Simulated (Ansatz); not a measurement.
TiSi2:
```cif
data_Si16Ti8
_chemical_formula_sum 'Ti8 Si16'
_space_group_name_H-M_alt 'Fddd :1'
_space_group_IT_number 70
_space_group_name_Hall 'F 2 2 -1d'
_cell_length_a 4.80184
_cell_length_b 8.26425
_cell_length_c 8.57163
_cell_angle_alpha 90.000
_cell_angle_beta 90.000
_cell_angle_gamma 90.000
loop_
_atom_site_label
_atom_site_type_symbol
_atom_site_symmetry_multiplicity
_atom_site_Wyckoff_symbol
_atom_site_fract_x
_atom_site_fract_y
_atom_site_fract_z
_atom_site_occupancy
Ti1 Ti 8 b 0.50000 0.50000 0.50000 1
Si1 Si 16 f 0.00000 0.16266 0.00000 1
```
(The calculation used a cell of 6 atoms; values per cell refer to that cell.)

Relaxed at zero pressure with the program Ansatz at the PBE level (PAW).

The volume is raised by 6 % and shape and atoms relax at that volume. What pressure results, and how do the axes share the change?

-7.2 GPa; a 2.1 %, b 2.4 %, c 1.4 %; the energy rises by 20 meV/atom.

Give the new structure.


Space group Fddd, origin choice 1 (No. 70); a = 4.901 Å, b = 8.461 Å, c = 8.695 Å, α = β = γ = 90.00°

```json
[
 {"atom": "Ti", "site": "8b", "symmetry": "222", "x": "0.5000", "y": "0.5000", "z": "0.5000"},
 {"atom": "Si", "site": "16f", "symmetry": ".2.", "x": "0.0000", "y": "0.1624", "z": "0.0000"}
]
```

The phase is kept; no other phase was compared at this pressure.

The cell was relaxed with PBE under the symmetry of its start; of distortions, only those at the zone centre were tested. No spin polarisation was allowed.

Potentials: the later of the program's two PAW sets.
